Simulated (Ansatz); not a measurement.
## Pb (Fm-3m), an elastic constant from a strain scan

Method: DFT PBEsol, scalar-relativistic, plane waves, PAW (Ansatz 0.2.0). The runs took a 420 eV cutoff, a Γ-centred 16×16×16 mesh and Gaussian smearing (0.15 eV). Spin–orbit coupling is left out, which can shift energies with elements as heavy as these. No spin polarisation. Energies are free energies at this smearing, counted from the undisturbed cell; pressure is positive in compression.

Zero of the scan (as given, not relaxed at this level; it stands at -0.2 GPa):

```yaml
crystal:
  lattice:
    - [0.00000, 2.46980, 2.46980]
    - [2.46980, 0.00000, 2.46980]
    - [2.46980, 2.46980, 0.00000]
  atoms:
    - { symbol: Pb, position: [0.00000, 0.00000, 0.00000] }
```

The cell is strained by ε times the Voigt pattern (1, 0, 0, 0, 0, 0) (xx, yy, zz, yz, xz, xy; engineering shear) with fractional coordinates fixed. The cell holds 1 atom in V0 = 30.13 Å³. The stress column is τ = (1/V0) dE/dε, got from the stress tensor σ (compression positive) at each point as −det(1 + εP) σ : P(1 + εP)⁻¹, with P the pattern as a tensor.

```
      ε  ΔE (meV/atom)  τ (GPa)
-0.0450         10.554   -2.807
-0.0300          4.088   -1.767
-0.0150          0.617   -0.703
 0.0000          0.000    0.241
 0.0150          1.866    1.071
 0.0300          5.978    1.833
 0.0450         12.107    2.491
 0.0525         15.822    2.771
 0.0600              ?        ?
```

Q: Which combination of elastic constants does this scan measure, and how large is it?

A: For small ε, τ = τ0 + Kε with K = pᵀCp, which for this pattern is C11 in the cubic axes. The parabola through τ at ε = -0.0150, 0 and 0.0150 has slope K = 59 GPa at zero. The energies per cell, E = NΔE, of the same two points give K = 2[E(ε₊)/ε₊ − E(ε₋)/ε₋]/[(ε₊ − ε₋)V0] = 59 GPa, in agreement.

Q: Predict the withheld row at ε = 0.0600 from the harmonic law, and compare.

A: ΔE = V0(τ0 ε + Kε²/2)/N = 22.726 meV/atom and τ = 3.79 GPa. The calculation gives 19.912 meV/atom and 3.03 GPa: the energy lies 12 % below the harmonic value, as bonds soften when stretched.

In a metal these slopes depend on the k mesh and the smearing.